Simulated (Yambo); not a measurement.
G0W0@PBEsol for SnSe (space group Pnma, No. 62) in Yambo. Reference settings: 1×4×2 Γ-centred k mesh, bands 21 to 347 and a 7 Ry block in the screening, 347 bands in G with the Bruneval-Gonze terminator, plasmon pole fitted at 27.2 eV. The PBEsol gap (0, 0, -0.5) → Γ on this mesh is 0.76 eV; G0W0 gaps are taken between the same points.

The settings were changed. The gap went from 1.12 eV to 1.10 eV, and the shift of the valence edge from -0.58 eV to -0.48 eV.

Problem. What was changed between the two runs?
A) pole fitted at 40 eV
B) 232 bands in G, no terminator
C) 3 Ry block
D) no terminator

Solution. D, no terminator. The others gave (gap, valence shift): 3 Ry block: 1.04, -0.39 eV; pole fitted at 40 eV: 1.14, -0.64 eV; 232 bands in G, no terminator: 1.08, -0.36 eV.

The standard potentials for Se, Sn keep a d shell in the valence without the s and p states of that shell. In tests on such compounds this moved G0W0 gaps by up to about 0.9 eV, so absolute quasiparticle energies here are unreliable; differences between settings are what counts.

Spin-orbit coupling is not included.

Geometry relaxed with PBE+D3(BJ); primitive cell a = 11.5589 Å, b = 4.1903 Å, c = 4.3331 Å, α = β = γ = 90.00°.

A shift is the quasiparticle energy of the state minus its PBEsol energy.
